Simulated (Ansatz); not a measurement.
Relaxed-ion elastic tensor of ZrC (rock salt, Fm-3m) in GPa (Voigt order), the program Ansatz at the PBEsol level (PAW); density 6.74 g/cm³, 12.72 Å³ per atom.

```json
[
 {"": "1", "1": "497", "2": "106", "3": "106", "4": "0.0", "5": "0.0", "6": "0.0"},
 {"": "2", "1": "106", "2": "497", "3": "106", "4": "0.0", "5": "0.0", "6": "0.0"},
 {"": "3", "1": "106", "2": "106", "3": "497", "4": "0.0", "5": "0.0", "6": "0.0"},
 {"": "4", "1": "0.0", "2": "0.0", "3": "0.0", "4": "156", "5": "0.0", "6": "0.0"},
 {"": "5", "1": "0.0", "2": "0.0", "3": "0.0", "4": "0.0", "5": "156", "6": "0.0"},
 {"": "6", "1": "0.0", "2": "0.0", "3": "0.0", "4": "0.0", "5": "0.0", "6": "156"}
]
```

Q: Is the crystal mechanically stable?

A: Yes: the smallest eigenvalue of C is 156 GPa.

Q: Work out the Voigt, Reuss and Hill averages.

A: K_V = 236, K_R = 236, K_H = 236; G_V = 172, G_R = 170, G_H = 171 GPa.

Q: Give Young's modulus, Poisson's ratio, Pugh's ratio and the universal anisotropy index.

A: E = 9KG/(3K + G) = 413 GPa; ν = 0.21; K/G = 1.38 (brittle by the Pugh limit of 1.75); A_U = 5G_V/G_R + K_V/K_R − 6 = 0.06.

Q: Estimate the sound speeds and the Debye temperature.

A: v_l = √((K + 4G/3)/ρ) = 8300 m/s, v_t = √(G/ρ) = 5030 m/s, mean 5560 m/s; Θ = (h/k)(3n/4πV)^(1/3) v_m = 710 K.

Q: Give the Zener ratio and Young's modulus along [100], [110] and [111].

A: A = 2C44/(C11 − C12) = 0.80; 1/E = S11 − 2(S11 − S12 − S44/2)Γ with Γ = 0, 1/4, 1/3 gives 460, 400, 384 GPa.

Q: Solve the Christoffel equation for the three sound speeds along [100], [110], [111].

A: Eigenvalues of C_ijkl n_j n_l equal ρv². In km/s, slowest first: [100] 4.81, 4.81, 8.59; [110] 4.81, 5.39, 8.24; [111] 5.20, 5.20, 8.12.

The cell was relaxed with PBEsol under the symmetry of its start; of distortions, only those at the zone centre were tested. The run is not spin-polarised. As this level gives no gap, shear constants depend on the k-mesh and smearing (Fermi–Dirac, 0.1 eV here).

Potentials: the later of the program's two PAW sets.
